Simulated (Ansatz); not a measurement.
**InGa₃P₂: start and end of a relaxation**

The cell of InGa₃P₂ is invented: random cell by space group and Wyckoff sites (P6/mmm, No. 191). The dimensions are guesses.

POSCAR.start

```
In Ga P
1.0
     4.14082    0.00000    0.00000
    -2.07041    3.58606    0.00000
     0.00000    0.00000    7.86147
In Ga P
1 3 2
Direct
  0.00000 0.00000 0.00000
  0.33333 0.66667 0.50000
  0.66667 0.33333 0.50000
  0.00000 0.00000 0.50000
  0.00000 0.00000 0.72783
  0.00000 0.00000 0.27217
```

Computed with DFT PBE, scalar-relativistic, plane waves, PAW (Ansatz). Cutoff 420 eV, Gaussian smearing, Γ-centred meshes. Cell and atoms relax first on a coarse mesh and then on a finer one. In between, the cell is made exact in the group found at 0.06 Å. In metals the finer mesh still leaves noise of several meV/atom or more. The steps can't lower the symmetry of their start. No spin polarisation.

POSCAR.end

```
In Ga P
1.0
     4.93590    0.00000    0.00000
    -2.46795    4.27461    0.00000
     0.00000    0.00000    9.48425
In Ga P
1 3 2
Direct
  0.00000 0.00000 0.00000
  0.33333 0.66667 0.50000
  0.66667 0.33333 0.50000
  0.00000 0.00000 0.50000
  0.00000 0.00000 0.73971
  0.00000 0.00000 0.26029
```

The symmetry stays P6/mmm (No. 191). The volume per atom grows by 71.4 %, from 19.5 to 33.4 Å³. The shortest distance goes from 1.79 Å (Ga–P) to 2.27 Å (Ga–P). The energy falls by about 1.6 eV/atom (the start's value is from the coarse mesh).

- Volume per atom: 33.35 Å³
- Density: 3.20 g/cm³
- Energy over the elements: +0.64 eV/atom
- Gap on the 12×12×4 mesh of the 6-atom cell: 0 eV (a metal)

Formation energies are uncorrected and refer to the elements' standard structures at the same level. The references include black phosphorus. The separate elements lie lower, so it is unstable against them.

The last run used Gaussian smearing of 0.10 eV. The reference form of P is held partly by dispersion forces, which this level lacks. Symmetry constrained the relaxation, so the result can be a saddle point. In all, the 3 runs took 3.5 min on 1 thread of Arm Neoverse V2, on a shared host. Another cell of InGa3P2 relaxed alike, in Fmmm, lies 0.53 eV/atom lower, so this cell isn't the stable form at this level.
